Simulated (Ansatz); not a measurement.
MoRu (L1₀ or tetragonal B2, space group No. 123) under volume change, PBEsol in the plane-wave PAW code Ansatz, shape and atoms relaxed at each volume.

| V (Å³/atom) | E − E(relaxed) (meV/atom) | P (GPa) |
|---|---|---|
| 13.053 | 130.7 | 35.24 |
| 13.484 | 54.8 | 21.58 |
| 13.914 | 13.0 | 9.92 |
| 14.344 | 0.0 | 0.00 |
| 14.775 | 11.6 | -8.43 |
| 15.205 | 44.1 | -15.57 |
| 15.635 | 94.3 | -21.62 |

What does a third-order Birch–Murnaghan fit give for V₀, B₀ and B′?

V₀ = 14.34 Å³/atom, B₀ = 304 GPa, B′ = 4.4.

Space group P4/mmm (L1₀ or tetragonal B2). The start of the workflow was typed in or built on a structure type; neither database checked (COD, Materials Project) lists it. Its standing as an ambient phase is unchecked. The cell was relaxed with PBEsol under the symmetry of its start; its stability against distortions is not shown here. The run is not spin-polarised.

Potentials: the later of the program's two PAW sets.
